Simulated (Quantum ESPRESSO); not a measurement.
## Al2ZnSiN4 (one run as intended and one with a planted mistake)

A calculation, not a measurement. The program is pw.x of Quantum ESPRESSO 7.5 (plane-wave density functional theory). The cell is made up: 8 atoms on a wurtzite lattice, with randomly drawn elements, strain and displacements, not relaxed. PseudoDojo standard norm-conserving files (v0.5 for PBE, v0.4.1 for LDA and PBEsol) set the functional; there is no spin polarisation, spin-orbit coupling or dispersion term, and the masses in the input are unused placeholders.

Intended input:

```
&control calculation='scf', pseudo_dir='./dojo.nc.sr.pbe.v0_5.standard.upf', outdir='./o', disk_io='medium', tprnfor=.true., tstress=.true. /
&system ibrav=0, nat=8, ntyp=4, nbnd=31, ecutwfc=84.00895049, nosym=.true., tot_charge=0,
 occupations='smearing', smearing='fd', degauss=0.0018374661
/
&electrons conv_thr=7.350e-09, electron_maxstep=60, /
ATOMIC_SPECIES
Al 1.0 Al.upf
N 1.0 N.upf
Si 1.0 Si.upf
Zn 1.0 Zn.upf
CELL_PARAMETERS angstrom
2.9753 -0.0245 0.0057
-0.0424 5.3043 0.0379
0.0093 0.0357 4.9648
ATOMIC_POSITIONS angstrom
Al -0.0145 0.0453 0.0368
Al 1.4683 2.6321 0.0339
Zn 1.4928 0.9484 2.4495
Si -0.0496 3.52 2.5453
N 0.0151 -0.032 1.8663
N 1.4812 2.6355 1.8523
N 1.5101 0.9758 4.3167
N -0.0279 3.5842 4.3769
K_POINTS automatic
6 4 4 1 1 1
```

The log is shortened where brackets say so; the opening notice, blank lines, dates and the lines on written files are dropped, and the path of the files is cut. It prints rydbergs, bohrs and kilobars, and counts compression as positive stress.

Log of the intended run:

```
     Program PWSCF v.7.5
     Parallel version (MPI & OpenMP), running on       1 processor cores
     Number of MPI processes:                 1
     Threads/MPI process:                     1
     [start-up lines left out]
     bravais-lattice index     =            0
     lattice parameter (alat)  =       5.6227  a.u.
     unit-cell volume          =     528.6943 (a.u.)^3
     number of atoms/cell      =            8
     number of atomic types    =            4
     number of electrons       =        50.00
     number of Kohn-Sham states=           31
     kinetic-energy cutoff     =      84.0090  Ry
     charge density cutoff     =     336.0358  Ry
     scf convergence threshold =      7.3E-09
     mixing beta               =       0.7000
     number of iterations used =            8  plain     mixing
     Exchange-correlation= PBE
                           (   1   4   3   4   0   0   0)
     [axes and pseudopotential details left out]
   Cartesian axes
     site n.     atom                  positions (alat units)
         1        Al     tau(   1) = (  -0.0048733   0.0152248   0.0123681  )
         2        Al     tau(   2) = (   0.4934788   0.8846187   0.0113934  )
         3        Zn     tau(   3) = (   0.5017130   0.3187464   0.8232489  )
         4        Si     tau(   4) = (  -0.0166700   1.1830317   0.8554462  )
         5        N      tau(   5) = (   0.0050749  -0.0107548   0.6272421  )
         6        N      tau(   6) = (   0.4978144   0.8857614   0.6225368  )
         7        N      tau(   7) = (   0.5075273   0.3279552   1.4507934  )
         8        N      tau(   8) = (  -0.0093769   1.2046086   1.4710260  )
     number of k points=    48  Fermi-Dirac smearing, width (Ry)=  0.0018
                       cart. coord. in units 2pi/alat
        k(    1) = (   0.0837726   0.0702569   0.0742504), wk =   0.0416667
        k(    2) = (   0.0834767   0.0691840   0.2240838), wk =   0.0416667
     [further k points left out]
     Dense  grid:    55047 G-vectors     FFT dimensions: (  36,  60,  60)
     Estimated max dynamical RAM per process >      70.11 MB
     Initial potential from superposition of free atoms
     starting charge      49.9943, renormalised to      50.0000
     Starting wfcs are   38 randomized atomic wfcs
     total cpu time spent up to now is        5.9 secs
     per-process dynamical memory:    44.0 Mb
     Self-consistent Calculation
     iteration #  1     ecut=    84.01 Ry     beta= 0.70
     Davidson diagonalization with overlap
     ethr =  1.00E-02,  avg # of iterations =  3.0
     total cpu time spent up to now is       18.5 secs
     total energy              =    -518.25881469 Ry
     estimated scf accuracy    <       2.34186416 Ry
     iteration #  2     ecut=    84.01 Ry     beta= 0.70
     Davidson diagonalization with overlap
     ethr =  4.68E-03,  avg # of iterations =  2.9
     total cpu time spent up to now is       31.3 secs
     total energy              =    -518.94185128 Ry
     estimated scf accuracy    <       1.77714692 Ry
     [iterations 3 to 9 left out]
     iteration # 10     ecut=    84.01 Ry     beta= 0.70
     Davidson diagonalization with overlap
     ethr =  6.33E-09,  avg # of iterations =  2.0
     total cpu time spent up to now is      121.6 secs
     total energy              =    -519.26841824 Ry
     estimated scf accuracy    <       0.00000018 Ry
     iteration # 11     ecut=    84.01 Ry     beta= 0.70
     Davidson diagonalization with overlap
     ethr =  3.50E-10,  avg # of iterations =  2.8
     total cpu time spent up to now is      131.4 secs
     End of self-consistent calculation
     [lines on levels left out]
!    total energy              =    -519.26841829 Ry
     estimated scf accuracy    <          5.6E-09 Ry
     smearing contrib. (-TS)   =       0.00000000 Ry
     internal energy E=F+TS    =    -519.26841829 Ry
     The total energy is F=E-TS. E is the sum of the following terms:
     one-electron contribution =    -414.03304675 Ry
     hartree contribution      =     233.67141426 Ry
     xc contribution           =     -77.87003577 Ry
     ewald contribution        =    -261.03675004 Ry
     convergence has been achieved in  11 iterations
     Forces acting on atoms (cartesian axes, Ry/au):
     atom    1 type  1   force =     0.01303183    0.02216133   -0.04207436
     atom    2 type  1   force =    -0.01589016   -0.02935907   -0.04531165
     atom    3 type  4   force =     0.00915724   -0.09322290    0.03683542
     atom    4 type  3   force =     0.02102889    0.10440189   -0.03540706
     atom    5 type  2   force =    -0.01246442   -0.19215865   -0.00728943
     atom    6 type  2   force =    -0.01880182    0.19941628    0.05550945
     atom    7 type  2   force =    -0.01222787   -0.02001175    0.12047974
     atom    8 type  2   force =     0.01616632    0.00877288   -0.08274210
     Total force =     0.361816     Total SCF correction =     0.000356
     Computing stress (Cartesian axis) and pressure
          total   stress  (Ry/bohr**3)                   (kbar)     P=      192.16
   0.00145673   0.00019472   0.00002284          214.29       28.64        3.36
   0.00019472   0.00123772  -0.00012443           28.64      182.07      -18.30
   0.00002284  -0.00012443   0.00122432            3.36      -18.30      180.10
     init_run     :      5.24s CPU      5.76s WALL (       1 calls)
     electrons    :    117.46s CPU    125.51s WALL (       1 calls)
     forces       :      1.79s CPU      1.81s WALL (       1 calls)
     stress       :      6.77s CPU      6.81s WALL (       1 calls)
     [timing details left out]
     PWSCF        :   2m11.41s CPU   2m20.13s WALL
     JOB DONE.
```

A second run has one planted mistake: the smearing is too wide. The input lines that differ, file-writing options aside:

```
- &system ibrav=0, nat=8, ntyp=4, nbnd=31, ecutwfc=84.00895049, nosym=.true., tot_charge=0,
+ &system ibrav=0, nat=8, ntyp=4, nbnd=49, ecutwfc=84.00895049, nosym=.true., tot_charge=0,
-  occupations='smearing', smearing='fd', degauss=0.0018374661
+  occupations='smearing', smearing='fd', degauss=0.0529190239
```

Its log:

```
     Program PWSCF v.7.5
     Parallel version (MPI & OpenMP), running on       1 processor cores
     Number of MPI processes:                 1
     Threads/MPI process:                     1
     [start-up lines left out]
     bravais-lattice index     =            0
     lattice parameter (alat)  =       5.6227  a.u.
     unit-cell volume          =     528.6943 (a.u.)^3
     number of atoms/cell      =            8
     number of atomic types    =            4
     number of electrons       =        50.00
     number of Kohn-Sham states=           49
     kinetic-energy cutoff     =      84.0090  Ry
     charge density cutoff     =     336.0358  Ry
     scf convergence threshold =      7.3E-09
     mixing beta               =       0.7000
     number of iterations used =            8  plain     mixing
     Exchange-correlation= PBE
                           (   1   4   3   4   0   0   0)
     [axes and pseudopotential details left out]
   Cartesian axes
     site n.     atom                  positions (alat units)
         1        Al     tau(   1) = (  -0.0048733   0.0152248   0.0123681  )
         2        Al     tau(   2) = (   0.4934788   0.8846187   0.0113934  )
         3        Zn     tau(   3) = (   0.5017130   0.3187464   0.8232489  )
         4        Si     tau(   4) = (  -0.0166700   1.1830317   0.8554462  )
         5        N      tau(   5) = (   0.0050749  -0.0107548   0.6272421  )
         6        N      tau(   6) = (   0.4978144   0.8857614   0.6225368  )
         7        N      tau(   7) = (   0.5075273   0.3279552   1.4507934  )
         8        N      tau(   8) = (  -0.0093769   1.2046086   1.4710260  )
     number of k points=    48  Fermi-Dirac smearing, width (Ry)=  0.0529
                       cart. coord. in units 2pi/alat
        k(    1) = (   0.0837726   0.0702569   0.0742504), wk =   0.0416667
        k(    2) = (   0.0834767   0.0691840   0.2240838), wk =   0.0416667
     [further k points left out]
     Dense  grid:    55047 G-vectors     FFT dimensions: (  36,  60,  60)
     Estimated max dynamical RAM per process >      79.84 MB
     Initial potential from superposition of free atoms
     starting charge      49.9943, renormalised to      50.0000
     Starting wfcs are   38 randomized atomic wfcs +   11 random wfcs
     total cpu time spent up to now is        7.8 secs
     per-process dynamical memory:    46.0 Mb
     Self-consistent Calculation
     iteration #  1     ecut=    84.01 Ry     beta= 0.70
     Davidson diagonalization with overlap
     ethr =  1.00E-02,  avg # of iterations =  6.7
     total cpu time spent up to now is       32.0 secs
     total energy              =    -518.29966661 Ry
     estimated scf accuracy    <       2.30229165 Ry
     iteration #  2     ecut=    84.01 Ry     beta= 0.70
     Davidson diagonalization with overlap
     ethr =  4.60E-03,  avg # of iterations =  2.0
     total cpu time spent up to now is       49.4 secs
     total energy              =    -518.85547475 Ry
     estimated scf accuracy    <       2.06392450 Ry
     [iterations 3 to 10 left out]
     iteration # 11     ecut=    84.01 Ry     beta= 0.70
     Davidson diagonalization with overlap
     ethr =  4.53E-10,  avg # of iterations =  2.0
     total cpu time spent up to now is      188.6 secs
     total energy              =    -519.28703642 Ry
     estimated scf accuracy    <          8.8E-09 Ry
     iteration # 12     ecut=    84.01 Ry     beta= 0.70
     Davidson diagonalization with overlap
     ethr =  1.77E-11,  avg # of iterations =  2.0
     total cpu time spent up to now is      207.0 secs
     End of self-consistent calculation
     [lines on levels left out]
!    total energy              =    -519.28703643 Ry
     estimated scf accuracy    <          2.3E-09 Ry
     smearing contrib. (-TS)   =      -0.07762564 Ry
     internal energy E=F+TS    =    -519.20941079 Ry
     The total energy is F=E-TS. E is the sum of the following terms:
     one-electron contribution =    -413.64202216 Ry
     hartree contribution      =     233.31128953 Ry
     xc contribution           =     -77.84192812 Ry
     ewald contribution        =    -261.03675004 Ry
     convergence has been achieved in  12 iterations
     Forces acting on atoms (cartesian axes, Ry/au):
     atom    1 type  1   force =     0.01277177    0.01542197   -0.04450940
     atom    2 type  1   force =    -0.01605361   -0.02185522   -0.04138806
     atom    3 type  4   force =     0.00902803   -0.08875772    0.03674817
     atom    4 type  3   force =     0.02063148    0.08887211   -0.02888134
     atom    5 type  2   force =    -0.01227847   -0.17810972   -0.00657445
     atom    6 type  2   force =    -0.01779559    0.19377490    0.04893471
     atom    7 type  2   force =    -0.01214288   -0.02351507    0.11265774
     atom    8 type  2   force =     0.01583926    0.01416876   -0.07698738
     Total force =     0.339479     Total SCF correction =     0.000092
     Computing stress (Cartesian axis) and pressure
          total   stress  (Ry/bohr**3)                   (kbar)     P=      204.84
   0.00148808   0.00018768   0.00002179          218.90       27.61        3.21
   0.00018768   0.00133216  -0.00012856           27.61      195.97      -18.91
   0.00002179  -0.00012856   0.00135718            3.21      -18.91      199.65
     init_run     :      6.55s CPU      7.64s WALL (       1 calls)
     electrons    :    183.27s CPU    199.18s WALL (       1 calls)
     forces       :      3.00s CPU      3.04s WALL (       1 calls)
     stress       :     10.28s CPU     10.34s WALL (       1 calls)
     [timing details left out]
     PWSCF        :   3m23.34s CPU   3m40.79s WALL
     JOB DONE.
```

|  | intended run | run with the mistake |
| --- | --- | --- |
| free energy (eV) | -7065.007 | -7065.260 |
| smearing term -TS (eV) | 0.0000 | -1.0562 |
| pressure (GPa) | 19.22 | 20.48 |
| largest force component (eV/Å) | 5.127 | 4.982 |
| largest change of a force component (eV/Å) |  | 0.399 |
| iterations | 11 | 12 |

For scale, a rerun of the intended cell at 1437 eV and a 8 x 6 x 6 mesh moved values by no more than 0.002 eV in energy, 0.04 GPa in stress and 0.003 eV/Å in force. The number of bands, nbnd, was set by rule from the electron count and the smearing, so it follows the mistake.